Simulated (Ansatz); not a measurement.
A relaxation of cell and atoms of InSbSe4 on the sites of BaSrI4 (No. 166) with Ansatz 0.2.0, at the level r2SCAN+rVV10. It starts from the PBEsol minimum.

```yaml
crystal:
  lattice:
    - [2.6104809849, 1.5071618981, 5.8747456773]
    - [-2.6104809849, 1.5071618981, 5.8747456773]
    - [0.0, -3.0143237999, 5.8747456763]
  atoms:
    - { symbol: In, position: [0.0, 0.0, 0.0] }
    - { symbol: Sb, position: [0.5, 0.5, 0.5] }
    - { symbol: Se, position: [0.6623576565, 0.6623576565, 0.6623576565] }
    - { symbol: Se, position: [0.8452213614, 0.8452213614, 0.8452213614] }
    - { symbol: Se, position: [0.1547786386, 0.1547786386, 0.1547786386] }
    - { symbol: Se, position: [0.3376423435, 0.3376423435, 0.3376423435] }
kpoints:
  mp_grid: { grid: [6, 6, 6] }
hamiltonian:
  xc: r2scan
  dispersion: rvv10
scf:
  occupations: { method: fermi_dirac, width: 0.03 }
relax:
  f_tol: 0.01
  cell: {}
  max_steps: 120
```

The trajectory has 5 recorded frames, each with positions in Å and forces in eV/Å. Some frames, the last among them, repeat a geometry solved again on a basis re-selected at its cell; pressure is positive in compression.

Step 1: energy 0.0 meV/atom from step 1, largest force component 0.207 eV/Å, pressure +1.33 GPa
```xyz
6
Lattice="2.6105 1.5072 5.8747 -2.6105 1.5072 5.8747 0.0000 -3.0143 5.8747" Properties=species:S:1:pos:R:3:forces:R:3 pbc="T T T"
In    0.0000    0.0000    0.0000    0.0000    0.0000    0.0000
Sb    0.0000    0.0000    8.8121    0.0000    0.0000    0.0000
Se    0.0000    0.0000   11.6735    0.0000    0.0000   -0.1116
Se    0.0000    0.0000   14.8964    0.0000    0.0000    0.2074
Se    0.0000    0.0000    2.7279    0.0000    0.0000   -0.2074
Se    0.0000    0.0000    5.9507    0.0000    0.0000    0.1116
```

**Question.** How does the relaxation go on, and where does it end?

**Answer.**
Step 2: energy -3.7 meV/atom from step 1, largest force component 0.094 eV/Å, pressure -1.05 GPa
```xyz
6
Lattice="2.6449 1.5270 5.9748 -2.6449 1.5270 5.9748 0.0000 -3.0541 5.9748" Properties=species:S:1:pos:R:3:forces:R:3 pbc="T T T"
In    0.0000    0.0000    0.0000    0.0000    0.0000    0.0000
Sb    0.0000    0.0000    8.9621    0.0000    0.0000    0.0000
Se    0.0000    0.0000   11.8303    0.0000    0.0000    0.0871
Se    0.0000    0.0000   15.2190    0.0000    0.0000    0.0940
Se    0.0000    0.0000    2.7053    0.0000    0.0000   -0.0940
Se    0.0000    0.0000    6.0940    0.0000    0.0000   -0.0871
```

Step 3: energy -5.6 meV/atom from step 1, largest force component 0.031 eV/Å, pressure +0.01 GPa
```xyz
6
Lattice="2.6325 1.5199 5.9410 -2.6325 1.5199 5.9410 0.0000 -3.0397 5.9410" Properties=species:S:1:pos:R:3:forces:R:3 pbc="T T T"
In    0.0000    0.0000    0.0000    0.0000    0.0000    0.0000
Sb    0.0000    0.0000    8.9114    0.0000    0.0000    0.0000
Se    0.0000    0.0000   11.7835    0.0000    0.0000    0.0307
Se    0.0000    0.0000   15.1533    0.0000    0.0000    0.0010
Se    0.0000    0.0000    2.6696    0.0000    0.0000   -0.0010
Se    0.0000    0.0000    6.0394    0.0000    0.0000   -0.0307
```

Step 4: energy -5.7 meV/atom from step 1, largest force component 0.002 eV/Å, pressure 0.00 GPa
```xyz
6
Lattice="2.6322 1.5197 5.9413 -2.6322 1.5197 5.9413 0.0000 -3.0394 5.9413" Properties=species:S:1:pos:R:3:forces:R:3 pbc="T T T"
In    0.0000    0.0000    0.0000    0.0000    0.0000    0.0000
Sb    0.0000    0.0000    8.9119    0.0000    0.0000    0.0000
Se    0.0000    0.0000   11.7898    0.0000    0.0000   -0.0021
Se    0.0000    0.0000   15.1558    0.0000    0.0000    0.0012
Se    0.0000    0.0000    2.6681    0.0000    0.0000   -0.0012
Se    0.0000    0.0000    6.0341    0.0000    0.0000    0.0021
```

Step 5: energy -5.7 meV/atom from step 1, largest force component 0.002 eV/Å, pressure 0.00 GPa
```xyz
6
Lattice="2.6322 1.5197 5.9413 -2.6322 1.5197 5.9413 0.0000 -3.0394 5.9413" Properties=species:S:1:pos:R:3:forces:R:3 pbc="T T T"
In    0.0000    0.0000    0.0000    0.0000    0.0000    0.0000
Sb    0.0000    0.0000    8.9119    0.0000    0.0000    0.0000
Se    0.0000    0.0000   11.7898    0.0000    0.0000   -0.0021
Se    0.0000    0.0000   15.1558    0.0000    0.0000    0.0012
Se    0.0000    0.0000    2.6681    0.0000    0.0000   -0.0012
Se    0.0000    0.0000    6.0341    0.0000    0.0000    0.0021
```

The walk took 4 steps, besides SCFs solved again on a fresh basis, and changed the volume by +2.8 %. The last SCF, on a fresh basis, lies 5.7 meV an atom below the first. At the end: it is trigonal, R-3m (No. 166); a = 5.264 Å, c = 17.824 Å in the conventional setting, 23.77 Å³ an atom. In is surrounded by 8 Se at 2.67–3.04 Å; Sb is surrounded by 8 Se at 2.88–3.05 Å; Se is surrounded by 1 Sb at 2.88 Å and 3 In at 3.04 Å and 3 Se at 3.05 Å; Se is surrounded by 1 In at 2.67 Å and 3 Sb at 3.05 Å and 3 Se at 3.10 Å.

Command: `ansatz run input.yaml --threads 2 --pin off --max-ram 2211MiB --backend cpu --events-out ev --progress --plain --runs-dir out`. Wall time 110 s on 2 threads of Arm Neoverse V1, on a shared host, load about 0.5 per core; peak host memory 1.6 GiB.

Values at 0 K without nuclear motion; spin polarisation is off, and the phase may be a hypothetical one.
